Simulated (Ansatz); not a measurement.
## GdN in the zincblende structure

Method: PBEsol, scalar-relativistic; collinear spin; PAW, 420 eV, Γ-centred 10×10×10 mesh, 0.05 eV Gaussian smearing; code Ansatz. The datasets are Ansatz's generated set soft_2.

```xyz
2
Lattice="0.0000 2.6366 2.6366 2.6366 0.0000 2.6366 2.6366 2.6366 0.0000" Properties=species:S:1:pos:R:3 pbc="T T T"
Gd    0.0000    0.0000    0.0000
N     1.3183    1.3183    1.3183
```

The start was a prototype's sites filled with these elements. The Crystallography Open Database lists the compound in space group Fm-3m (rock salt), so this is a trial structure.

Magnetic state: ferromagnetic, site spin moments Gd 6.78; N -0.06 μB.

Cell and atoms are those of this level's equilibrium.

Elastic constants come from the stress of slightly strained cells with relaxed atoms, in GPa, Voigt order xx, yy, zz, yz, xz, xy in the Cartesian frame of the vectors above.

```
130.9 102.6 102.6   0.0   0.0   0.0
102.6 130.9 102.6   0.0   0.0   0.0
102.6 102.6 130.9   0.0   0.0   0.0
  0.0   0.0   0.0  44.1   0.0   0.0
  0.0   0.0   0.0   0.0  44.1   0.0
  0.0   0.0   0.0   0.0   0.0  44.1
```

Problem. Work out the Voigt, Reuss and Hill moduli.

Solution. Voigt: K = (C11 + C22 + C33 + 2(C12 + C13 + C23))/9 = 112 GPa, G = (C11 + C22 + C33 − C12 − C13 − C23 + 3(C44 + C55 + C66))/15 = 32 GPa. Reuss, from the compliances S = C⁻¹: K = 112 GPa, G = 24 GPa. Hill means: K = 112 GPa, G = 28 GPa.

Problem. And Young's modulus, Poisson's ratio, Pugh's ratio and the anisotropy?

Solution. E = 9KG/(3K + G) = 78 GPa, ν = (3K − 2G)/(6K + 2G) = 0.38, K/G = 4.00 (over the 1.75 that Pugh's rule, made for metals, takes as the line between brittle and ductile), universal anisotropy index 5G_V/G_R + K_V/K_R − 6 = 1.7. The eigenvalues of C are 28, 28, 44, 44, 44, 336 GPa, all positive.

Problem. What sound velocities and Debye temperature follow for a polycrystal?

Solution. With a density of 7.758 g/cm³ (mean mass 85.6 u, 18.33 Å³/atom), K = 112.0 and G = 28.02 GPa from the unrounded constants, v_l = √((K + 4G/3)/ρ) = 4390 m/s and v_t = √(G/ρ) = 1900 m/s. The mean [(1/v_l³ + 2/v_t³)/3]^(−1/3) is 2150 m/s, and θ_D = (ħ/k_B)(6π²/V)^(1/3) v_m ≈ 240 K, with V the volume an atom. This is the low-temperature, elastic estimate.

For a cubic crystal three numbers say it all: C11 = 130.9, C12 = 102.6, C44 = 44.1 GPa. K = (C11 + 2C12)/3 = 112.0 GPa. The two shear moduli are C44 and C′ = (C11 − C12)/2 = 14.2 GPa, so Zener's ratio C44/C′ is 3.11: the crystal is stiffest along ⟨111⟩ and softest along ⟨100⟩. The Cauchy pressure C12 − C44 is 58 GPa; pair forces would make it zero if every atom sat on a centre of inversion, which isn't so here, so internal relaxation also enters.

The equation of state, an independent route, gives B0 = 113 GPa, against 112 GPa here.

It took roughly 6 core-minutes on a shared host.

 Spin–orbit coupling, which matters for such heavy elements, is left out. Site moments are of spin, integrated over atomic spheres. No antiparallel order was tried.
